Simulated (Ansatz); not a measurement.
InP (zinc blende)

```yaml
crystal:
  lattice:
    - [0.00000, 5.95953, 5.95953]
    - [2.97977, 2.97977, 5.95953]
    - [2.97977, 2.97977, 0.00000]
  atoms:
    - { symbol: P, position: [0.00000, 0.75000, 0.75000] }
    - { symbol: P, position: [0.50000, 0.75000, 0.75000] }
    - { symbol: In, position: [0.00000, 0.00000, 0.00000] }
    - { symbol: In, position: [0.50000, 0.00000, 0.00000] }
```

The atoms are displaced by Q × the pattern below (from a DFPT mode at X = (0.5, 0.5, 0.0), largest move 1; Q in Å), at fixed cell. It is one choice among 2 degenerate patterns. (q is in reciprocal vectors of the primitive cell; the cell shown is doubled to hold the pattern.)

| atom | x | y | z |
|---|---|---|---|
| P1 | 0.000 | 1.000 | 0.000 |
| P2 | 0.000 | -1.000 | 0.000 |
| In3 | -0.196 | 0.000 | 0.000 |
| In4 | 0.196 | 0.000 | 0.000 |

All values below come from PBE (plane waves to 420 eV, PAW, scalar-relativistic; Ansatz, a quantum-chemistry and plane-wave program). k mesh 10×10×10 (Γ-centred), Fermi-Dirac smearing 0.05 eV. The energy includes the smearing's −TS. Stress and pressure are positive under compression. InP was relaxed with its symmetry unable to fall. The zero of ΔE is the undisplaced structure.

Task: Predict the ΔE (eV/cell) and P (GPa) at Q (Å) = -0.187, -0.047, 0.047, 0.093, 0.233, 0.280.

Result: 
```tsv
Q (Å)	ΔE (eV/cell)	P (GPa)
-0.187	0.406	1.41
-0.047	0.025	0.09
0.047	0.025	0.09
0.093	0.102	0.36
0.233	0.634	2.20
0.280	0.912	3.16
```

(For displaced atoms, the force is minus the slope of the energy, and its curvature is a force constant, which sets phonon frequencies.)
